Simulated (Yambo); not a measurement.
```
CsH
1.0
    0.00000     3.19125     3.19125
    3.19125     0.00000     3.19125
    3.19125     3.19125     0.00000
H Cs
1 1
Cartesian
  3.19125   3.19125   3.19125
  0.00000   0.00000   0.00000
```

CsH (rock salt, space group Fm-3m, No. 225): mean Im ε in 1 eV windows above the direct gap of 4.23 eV, for different electron-hole kernels (Yambo, broadening 0.15 eV, norm-conserving LDA (Quantum ESPRESSO, 74 Ry, without SOC) bands; 8×8×8 mesh, 1 valence and 6 conduction bands, static screening with 28 bands and a 4 Ry block, scissor 2.27 eV, Tamm-Dancoff; field along x).

```json
[
 {"window (eV)": "4.2 to 5.2", "independent quasiparticles": "1.1", "TDDFT, adiabatic LDA kernel": "1.0", "RPA (no attraction)": "0.8", "BSE": "2.1"},
 {"window (eV)": "5.2 to 6.2", "independent quasiparticles": "1.8", "TDDFT, adiabatic LDA kernel": "1.7", "RPA (no attraction)": "1.4", "BSE": "2.4"},
 {"window (eV)": "6.2 to 7.2", "independent quasiparticles": "2.1", "TDDFT, adiabatic LDA kernel": "1.8", "RPA (no attraction)": "1.4", "BSE": "2.2"},
 {"window (eV)": "7.2 to 8.2", "independent quasiparticles": "2.7", "TDDFT, adiabatic LDA kernel": "2.6", "RPA (no attraction)": "2.2", "BSE": "1.2"},
 {"window (eV)": "8.2 to 9.2", "independent quasiparticles": "1.8", "TDDFT, adiabatic LDA kernel": "2.0", "RPA (no attraction)": "2.2", "BSE": "0.8"},
 {"window (eV)": "9.2 to 10.2", "independent quasiparticles": "1.3", "TDDFT, adiabatic LDA kernel": "1.5", "RPA (no attraction)": "1.8", "BSE": "0.5"}
]
```

This run doesn't resolve bound excitons or single peaks, so only averages are given, and they too depend on the mesh; weight that the attraction moves below the gap isn't listed. All transitions below 11.61 eV are in the band window. The scissor comes from a G0W0 run whose convergence isn't established.

Geometry of the Materials Project entry, not relaxed at this level.
